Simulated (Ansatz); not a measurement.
## GdO, one cell by several methods

```xyz
2
Lattice="0.0000 2.6961 2.6961 2.6961 0.0000 2.6961 2.6961 2.6961 0.0000" Properties=species:S:1:pos:R:3 pbc="T T T"
Gd    0.0000    0.0000    0.0000
O     4.0442    4.0442    4.0442
```

Atom numbers follow the list: Gd1, O2.

Structure from Materials Project entry mp-7870 (possibly hypothetical), not relaxed further.

Semilocal functionals without a Hubbard term describe localised f shells poorly; where the shell is localised, the real material differs.

The magnetic state is the one reached from the start moments; no search over orders was made, so it needn't be the ground state.

Spin–orbit coupling is left out, though it moves levels of the heavy atoms by tenths of an eV or more.

Methods: DFT, PBEsol, PAW with Ansatz's default frozen-core files, scalar-relativistic (Ansatz 0.2.0); DFT, PBEsol, all-electron PAW with datasets made for the crystal, scalar-relativistic (Ansatz 0.2.0); DFT, PBEsol, all-electron LAPW, scalar-relativistic (Ansatz 0.2.0).

For PAW: a Γ-centred 13×13×13 k mesh, Fermi–Dirac smearing of 0.08 eV, cutoff 420 eV, spin-polarised from start moments Gd1 7 μB; the PAW files were made with PBE, and the program remakes their frozen cores for this functional. The crystal-made all-electron datasets (AE datasets) take a cutoff of 340 eV at this cell. LAPW targets a basis error of 1 meV/atom. The Ansatz runs share mesh, smearing and spin set-up. Plane-wave (PAW) pressures include the program's estimate of the Pulay term.

Stress and pressure are positive in compression.

Levels count from the Fermi level.

```
                              quantity     PAW  AE datasets    LAPW
                        pressure (GPa)   -4.04        -4.03   -4.03
               moment of the cell (μB)   7.467        7.462   7.463
highest filled spin-up level at K (eV)  -0.854       -0.851  -0.851
  lowest empty spin-up level at K (eV)   1.103        1.105   1.105
highest filled spin-up level at Γ (eV)  -2.156       -2.154  -2.154
  lowest empty spin-up level at Γ (eV)   2.538        2.541   2.541
highest filled spin-up level at U (eV)  -0.854       -0.851  -0.851
  lowest empty spin-up level at U (eV)   1.103        1.105   1.105
```
